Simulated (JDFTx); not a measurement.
An input for a modified build of JDFTx (Nb(211), linear PCM (GLSSA13), water, 0.5 M NaF; bohr, hartree) and the course of its log:

```
lattice \
  5.4294701299 0.0000000000 0.0000000000 \
  0.0000000000 8.8662875939 0.0000000000 \
  0.0000000000 0.0000000000 48.1880161780
coords-type Lattice
ion Nb 0.0505264572 0.5000000000 -0.1785481918 0
ion Nb 0.4166666670 0.0000000000 -0.1327859580 0
ion Nb 0.7500000000 0.5000000000 -0.0796715750 0
ion Nb 0.0833333330 0.0000000000 -0.0265571920 0
ion Nb 0.4166666670 0.5000000000 0.0265571920 0
ion Nb 0.7500000000 0.0000000000 0.0796715750 0
ion Nb 0.0833333330 0.5000000000 0.1327859580 0
ion Nb 0.4494735428 0.0000000000 0.1785481918 0
ion-species pseudo/nb_pbe_v1.upf
elec-cutoff 20 100
elec-ex-corr gga-PBE
coulomb-interaction Slab 001
coulomb-truncation-embed 0 0 0
kpoint-folding 8 6 1
elec-smearing Fermi 0.01
elec-n-bands 68
target-mu -0.131930
electronic-scf nIterations 100 energyDiffThreshold 1e-07
fluid LinearPCM
pcm-variant GLSSA13
fluid-solvent H2O
fluid-cation Na+ 0.5
fluid-anion F- 0.5
fluid-minimize nIterations 400 knormThreshold 1e-12
wavefunction read f0.wfns
elec-initial-eigenvals f0.eigenvals
elec-initial-fillings read f0.fillings
fluid-initial-state f0.fluidState
dump-name f0_u1.$VAR
dump End State Ecomponents EigStats BandEigs Forces ElecDensity IonicPositions Fillings Kpoints Dtot FluidDebug BoundCharge FluidDensity
```

```
[one cycle in 5 is shown, and the last three; fluid-solver lines are left out]
	FillingsUpdate:  mu: -0.131930000  nElectrons: 100.428738
SCF: Cycle:  0   G: -440.241364577399906   dG: +3.967e+00   |Residual|: 1.323e-01   |deigs|: 6.491e-06
	FillingsUpdate:  mu: -0.131930000  nElectrons: 103.412600
SCF: Cycle:  5   G: -444.136409817192430   dG: +1.302e-02   |Residual|: 2.012e-02   |deigs|: 1.861e-04
	FillingsUpdate:  mu: -0.131930000  nElectrons: 103.373165
SCF: Cycle: 10   G: -444.100911547206465   dG: -3.039e-02   |Residual|: 2.296e-02   |deigs|: 3.218e-04
	FillingsUpdate:  mu: -0.131930000  nElectrons: 103.320048
SCF: Cycle: 15   G: -444.092996721749500   dG: -2.497e-02   |Residual|: 2.401e-02   |deigs|: 2.135e-04
	FillingsUpdate:  mu: -0.131930000  nElectrons: 103.080005
SCF: Cycle: 20   G: -444.039147913935324   dG: +2.225e-02   |Residual|: 2.942e-02   |deigs|: 1.881e-04
	FillingsUpdate:  mu: -0.131930000  nElectrons: 103.426767
SCF: Cycle: 25   G: -444.178314004743015   dG: -1.235e+00   |Residual|: 1.369e-02   |deigs|: 5.920e-03
	FillingsUpdate:  mu: -0.131930000  nElectrons: 102.671862
SCF: Cycle: 30   G: -443.960510689710873   dG: -6.666e-01   |Residual|: 3.790e-02   |deigs|: 2.858e-03
	FillingsUpdate:  mu: -0.131930000  nElectrons: 98.007793
SCF: Cycle: 35   G: -435.620837407086924   dG: +7.975e+00   |Residual|: 2.096e-01   |deigs|: 2.397e-02
	FillingsUpdate:  mu: -0.131930000  nElectrons: 104.978235
SCF: Cycle: 40   G: -443.533886016305928   dG: +3.917e-01   |Residual|: 5.622e-02   |deigs|: 2.102e-03
	FillingsUpdate:  mu: -0.131930000  nElectrons: 103.141000
SCF: Cycle: 45   G: -444.178571381210190   dG: -2.382e-01   |Residual|: 2.054e-02   |deigs|: 4.908e-03
	FillingsUpdate:  mu: -0.131930000  nElectrons: 101.677573
SCF: Cycle: 50   G: -443.237351506197456   dG: -4.506e-01   |Residual|: 7.111e-02   |deigs|: 1.231e-03
	FillingsUpdate:  mu: -0.131930000  nElectrons: 101.008855
SCF: Cycle: 55   G: -442.749906809700860   dG: -1.093e+00   |Residual|: 8.935e-02   |deigs|: 2.408e-03
	FillingsUpdate:  mu: -0.131930000  nElectrons: 101.651450
SCF: Cycle: 60   G: -443.519416522210349   dG: +2.078e-01   |Residual|: 6.136e-02   |deigs|: 9.332e-04
	FillingsUpdate:  mu: -0.131930000  nElectrons: 102.107410
SCF: Cycle: 65   G: -443.836415520391995   dG: -9.296e-02   |Residual|: 4.523e-02   |deigs|: 6.093e-04
	FillingsUpdate:  mu: -0.131930000  nElectrons: 102.197073
SCF: Cycle: 70   G: -443.962713671452548   dG: +7.045e-02   |Residual|: 3.805e-02   |deigs|: 7.139e-04
	FillingsUpdate:  mu: -0.131930000  nElectrons: 102.149318
SCF: Cycle: 75   G: -443.943037721109590   dG: +8.128e-02   |Residual|: 3.918e-02   |deigs|: 6.371e-04
	FillingsUpdate:  mu: -0.131930000  nElectrons: 101.616322
SCF: Cycle: 80   G: -443.590843491134081   dG: +2.298e-01   |Residual|: 5.864e-02   |deigs|: 1.112e-03
	FillingsUpdate:  mu: -0.131930000  nElectrons: 100.112941
SCF: Cycle: 85   G: -441.785725296775638   dG: +1.824e+00   |Residual|: 1.124e-01   |deigs|: 5.165e-03
	FillingsUpdate:  mu: -0.131930000  nElectrons: 102.894313
SCF: Cycle: 90   G: -444.217490559376415   dG: -3.225e-02   |Residual|: 9.507e-03   |deigs|: 2.401e-03
	FillingsUpdate:  mu: -0.131930000  nElectrons: 102.761763
SCF: Cycle: 95   G: -444.202219520537994   dG: -9.969e-02   |Residual|: 1.338e-02   |deigs|: 1.336e-03
	FillingsUpdate:  mu: -0.131930000  nElectrons: 102.065887
SCF: Cycle: 97   G: -443.969212503098220   dG: +3.629e-02   |Residual|: 3.868e-02   |deigs|: 2.762e-04
	FillingsUpdate:  mu: -0.131930000  nElectrons: 102.327073
SCF: Cycle: 98   G: -444.080217127812034   dG: -1.110e-01   |Residual|: 2.952e-02   |deigs|: 9.199e-04
	FillingsUpdate:  mu: -0.131930000  nElectrons: 102.513145
SCF: Cycle: 99   G: -444.165512973081093   dG: -8.530e-02   |Residual|: 2.089e-02   |deigs|: 8.732e-04
SCF: None of the convergence criteria satisfied after 100 iterations.
IonicMinimize: Iter:   0  G: -444.165512973081093  |grad|_K:  0.000e+00
IonicMinimize: Converged (|grad|_K<1.000000e-04).
```

This run gave no converged result. The electronic loop ended without meeting its threshold, so the last energy, electron count and forces aren't results.
